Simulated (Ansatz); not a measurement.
Ta2O5:
```
Ta2O5
1.0
    3.83946     0.00000     0.00000
    0.00000     3.85986     0.00000
   -1.91608     0.00000     6.50390
Ta O
2 5
Cartesian
  0.96317   0.00000   5.15201
  0.96020   0.00000   1.35189
  0.96439   1.92993   5.19703
  0.95898   1.92993   1.30687
 -0.95617   0.00000   5.66022
  2.87954   0.00000   0.84367
  0.96169   0.00000   3.25195
```

Relaxed with PBEsol. Independent-particle spectrum: no excitons, no local fields, no scissors shift; 0.1 eV broadening; ε₁ of the summed bands alone.

Problem. Tabulate the dielectric function from PBEsol in the plane-wave PAW code Ansatz.

Solution. 

| E (eV) | ε₁ xx | ε₂ xx | ε₁ yy | ε₂ yy | ε₁ zz | ε₂ zz |
|---|---|---|---|---|---|---|
| 0.0 | 4.68 | 0.00 | 6.70 | 0.00 | 4.74 | 0.00 |
| 0.3 | 4.69 | 0.00 | 6.73 | 0.00 | 4.75 | 0.00 |
| 0.6 | 4.71 | 0.00 | 6.80 | 0.00 | 4.77 | 0.00 |
| 0.9 | 4.76 | 0.00 | 6.93 | 0.00 | 4.82 | 0.00 |
| 1.2 | 4.82 | 0.00 | 7.12 | 0.00 | 4.88 | 0.00 |
| 1.5 | 4.91 | 0.00 | 7.39 | 0.00 | 4.96 | 0.00 |
| 1.8 | 5.03 | 0.00 | 7.78 | 0.00 | 5.08 | 0.00 |
| 2.1 | 5.20 | 0.00 | 8.36 | 0.00 | 5.23 | 0.00 |
| 2.4 | 5.42 | 0.00 | 9.26 | 0.00 | 5.43 | 0.00 |
| 2.7 | 5.77 | 0.00 | 10.93 | 0.01 | 5.72 | 0.00 |
| 3.0 | 6.59 | 0.14 | 15.97 | 0.99 | 6.18 | 0.00 |
| 3.3 | 6.60 | 1.45 | 13.00 | 15.13 | 7.13 | 0.50 |
| 3.6 | 6.57 | 1.36 | 5.81 | 10.48 | 6.94 | 1.72 |
| 3.9 | 6.97 | 2.32 | 4.42 | 8.77 | 6.79 | 1.82 |
| 4.2 | 6.36 | 2.67 | 3.65 | 8.13 | 7.33 | 1.99 |
| 4.5 | 6.36 | 2.86 | 3.68 | 7.15 | 7.34 | 3.03 |
| 4.8 | 7.43 | 3.02 | 3.85 | 8.10 | 8.09 | 3.09 |
| 5.1 | 5.86 | 7.64 | 0.61 | 6.82 | 9.22 | 7.97 |
| 5.4 | 3.26 | 4.64 | 3.03 | 6.44 | 2.52 | 8.56 |
| 5.7 | 4.22 | 3.86 | 2.04 | 8.06 | 3.33 | 5.05 |
| 6.0 | 4.36 | 4.79 | -1.92 | 8.96 | 2.83 | 7.52 |
| 6.3 | 5.69 | 4.18 | -5.00 | 5.77 | -0.18 | 5.13 |
| 6.6 | 0.93 | 10.87 | -3.78 | 1.97 | 0.67 | 3.80 |
| 6.9 | -1.10 | 4.38 | -1.45 | 0.52 | 0.71 | 3.01 |
| 7.2 | 0.84 | 2.64 | -0.06 | 0.43 | 1.17 | 2.20 |
| 7.5 | 1.78 | 3.04 | 0.87 | 0.50 | 1.98 | 1.59 |
| 7.8 | 1.26 | 3.10 | 1.63 | 0.58 | 3.03 | 2.04 |
| 8.1 | 2.04 | 2.38 | 2.50 | 0.83 | 3.25 | 2.38 |
| 8.4 | 2.79 | 3.42 | 2.96 | 1.61 | 3.37 | 3.02 |
| 8.7 | 1.90 | 4.05 | 3.50 | 2.02 | 3.78 | 3.54 |
| 9.0 | 1.82 | 3.36 | 3.62 | 3.05 | 3.96 | 4.37 |
| 9.3 | 1.65 | 5.44 | 3.89 | 4.04 | 2.75 | 5.73 |
| 9.6 | 0.17 | 2.78 | 2.31 | 6.32 | 2.29 | 5.18 |
| 9.9 | 1.37 | 2.73 | 0.48 | 5.86 | 0.22 | 6.53 |
| 10.2 | 1.28 | 3.62 | -0.98 | 4.38 | -0.68 | 4.26 |
| 10.5 | 0.75 | 4.34 | -0.90 | 3.51 | 0.08 | 3.80 |
| 10.8 | -0.48 | 3.40 | -0.71 | 2.79 | -0.28 | 3.77 |
| 11.1 | -0.32 | 2.40 | -0.56 | 2.48 | -0.47 | 3.33 |
| 11.4 | 0.48 | 2.51 | -0.56 | 2.26 | -0.43 | 3.17 |
| 11.7 | 0.43 | 2.46 | -0.50 | 1.95 | -0.74 | 2.87 |
| 12.0 | 0.41 | 2.56 | -0.36 | 1.64 | -0.56 | 2.30 |

Problem. From ε at 4.7 eV (xx: 6.76 + 2.81i), find n, k, the normal reflectivity and the absorption coefficient.

Solution. n = 2.65, k = 0.530, R = 22 %, α = 2kE/ħc = 250000 cm⁻¹.

With all bands, ε∞ without local fields is 4.88 (xx), 6.88 (yy), 4.94 (zz). DFPT, with local fields, gives 4.73 (xx), 6.74 (yy), 4.76 (zz).

Space group Cmmm. The first step of the workflow began from a Materials Project structure, measured or hypothetical; the Crystallography Open Database copy checked does not list it. COD files the formula under space group No. 49, so this cell is another polymorph or a model. Its standing as an ambient phase is unchecked. The cell was relaxed with PBEsol under the symmetry of its start; of distortions, only those at the zone centre were tested, and some modes there are weakly imaginary. The run is not spin-polarised. Spin–orbit coupling is left out wherever it is not named.

Potentials: the later of the program's two PAW sets.
